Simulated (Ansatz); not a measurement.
Relaxed-ion elastic tensor of Si in space group P6_3/mmc (No. 194; Si on 4f) in GPa (Voigt order), DFT-LDA in the program Ansatz with PAW potentials; density 2.37 g/cm³, 19.68 Å³ per atom.

```
 191  56.0  40.0   0.0   0.0   0.0
56.0   191  40.0   0.0   0.0   0.0
40.0  40.0   217   0.0   0.0   0.0
 0.0   0.0   0.0  48.2   0.0   0.0
 0.0   0.0   0.0   0.0  48.2   0.0
 0.0   0.0   0.0   0.0   0.0  67.4
```

Is the crystal mechanically stable?

Yes: the smallest eigenvalue of C is 48.2 GPa.

Work out the Voigt, Reuss and Hill averages.

K_V = 96.8, K_R = 96.7, K_H = 96.8; G_V = 63.7, G_R = 60.5, G_H = 62.1 GPa.

Give Young's modulus, Poisson's ratio, Pugh's ratio and the universal anisotropy index.

E = 9KG/(3K + G) = 153 GPa; ν = 0.24; K/G = 1.56 (brittle by the Pugh limit of 1.75); A_U = 5G_V/G_R + K_V/K_R − 6 = 0.26.

Estimate the sound speeds and the Debye temperature.

v_l = √((K + 4G/3)/ρ) = 8700 m/s, v_t = √(G/ρ) = 5120 m/s, mean 5670 m/s; Θ = (h/k)(3n/4πV)^(1/3) v_m = 626 K.

How much does each axis shrink under pressure?

Linear compressibilities β_i = Σ_j S_ij (j = 1 to 3): x 3.5, y 3.5, z 3.3 per TPa.

The workflow started from a Materials Project entry (that database holds measured and hypothetical structures alike); the Crystallography Open Database copy checked does not list it. It is not the phase usual at ambient conditions (space group No. 227). The LDA relaxation kept the symmetry of its start; whether a distortion lowers the energy is not shown.

Potentials: the earlier of the program's two PAW sets. The files were generated under PBE; for other functionals the program regenerates the frozen cores, and for LDA and PBEsol the local potential too.
